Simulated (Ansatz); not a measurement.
Sc2CCl2:
```yaml
crystal:
  lattice:
    - [3.42830, 0.00000, 0.00000]
    - [-1.71415, 2.96900, 0.00000]
    - [0.00000, 0.00000, 8.92769]
  atoms:
    - { symbol: Sc, position: [0.66667, 0.33333, 0.63740] }
    - { symbol: Sc, position: [0.33333, 0.66667, 0.36260] }
    - { symbol: C, position: [0.00000, 0.00000, 0.50000] }
    - { symbol: Cl, position: [0.66667, 0.33333, 0.17661] }
    - { symbol: Cl, position: [0.33333, 0.66667, 0.82339] }
```

Relaxed with r²SCAN+D4.

### Question
Map the valence electron density (e/Å³), cut off at 1 on the plane through (0.667, 0.333, 0.637) spanned by u = [0, 0, 1] and v = [1, -1, 0] in lattice vectors, from the program Ansatz at the r²SCAN+D4 level (PAW).

### Answer
x is the fraction of u, y of v (the angle between them is 90°; rows are the nearest grid lines); atoms in the plane: Sc at (0.00, 0.00), Sc at (0.73, 0.67), C at (0.86, 0.33), Cl at (0.54, 0.00), Cl at (0.19, 0.67).
```
|9999510000000000149900999631000001159999|
|9999510000000000149955999521000001159999|
|9996211111000000125999997321000111125999|
|9963222322100000013599974321111111112599|
|3322345554210000001255543223322111111223|
|0123699999952100000011112699999521111000|
|0124999999973100000000113999999931110000|
|0125999559994100000000015999999951100000|
|0136999009994100000000015999999951100000|
|0124999999973100000000013999999931111000|
|0123699999952100000000012599999632111100|
|1112469998531000000000001259996432221111|
|1111112222100000000000000001223467754321|
|1100011110000000000000000001124699996421|
|1100000000000000000000000001135999999531|
|2100000000000000000000000001237999999732|
|2100000000000000000000000001236999999632|
|2100000000000000000000000001135999999532|
|1100000000000000000011110001124699996421|
|3211000000000000001255432111112234443333|
|9952100000000000013599964211111122234699|
|9995210000000000125999996321001111236999|
|9999510000000000149955999521000001159999|
|9999510000000000149900999631000001159999|
```
Scale: ten equal steps from 0.000 (start of '0') to 1.00 (end of '9'), in the order '0123456789'; x runs from 0.000 to 1.00, y from 0.000 (bottom) to 1.00 (top).

The density is the valence pseudo-density with augmentation charge, so density and ELF within about 1 Å of a nucleus are not all-electron values.

Space group P-3m1. The workflow started from a Materials Project entry (that database holds measured and hypothetical structures alike); the Crystallography Open Database copy checked does not list it. Its standing as an ambient phase is unchecked. The cell was relaxed with r²SCAN+D4 under the symmetry of its start; whether a distortion lowers the energy is not shown. The run is not spin-polarised.

Potentials: the later of the program's two PAW sets.
